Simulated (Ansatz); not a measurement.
MoPt:
```xyz
2
Lattice="0.0000 2.6221 2.6221 2.6221 0.0000 2.6221 2.6221 2.6221 0.0000" Properties=species:S:1:pos:R:3 pbc="T T T"
Pt     0.0000     0.0000     0.0000
Mo     2.6221     2.6221     2.6221
```

Relaxed with PBE. Special points in fractions of this cell's reciprocal vectors: Γ (0.000, 0.000, 0.000); X (0.500, 0.000, 0.500); U (0.625, 0.250, 0.625); K (0.375, 0.375, 0.750); L (0.500, 0.500, 0.500); W (0.500, 0.250, 0.750).

List the band energies nearest the Fermi level at these points for PBE with spin–orbit coupling in the plane-wave PAW code Ansatz.

In eV from the Fermi level; about four levels below and three above (degenerate sets whole), none deeper than 8.9 eV; points with the same levels are listed once.

```csv
k,below,above
Γ,-5.19 -5.19 -5.19 -5.19 -4.88 -4.88,1.22 1.22 1.22 1.22
X,-2.46 -2.46 -0.95 -0.95,0.42 0.42 0.53 0.53
U,-2.92 -2.92 -0.69 -0.69,0.03 0.03 0.36 0.36
L,-1.45 -1.45 -0.06 -0.06,0.04 0.04 1.86 1.86
W,-2.68 -2.68 -1.31 -1.31,0.08 0.08 0.18 0.18
```

Space group Fm-3m (rock salt). The start of the workflow was typed in or built on a structure type; neither database checked (COD, Materials Project) lists it. Its standing as an ambient phase is unchecked. Symmetry was held in the PBE relaxation; whether a distortion lowers the energy is not shown. The run is not spin-polarised. The volume moved by 18 % from the start of the relaxation. Its formation energy is positive at this level, so the cell may be metastable or incomplete.

Potentials: the later of the program's two PAW sets.
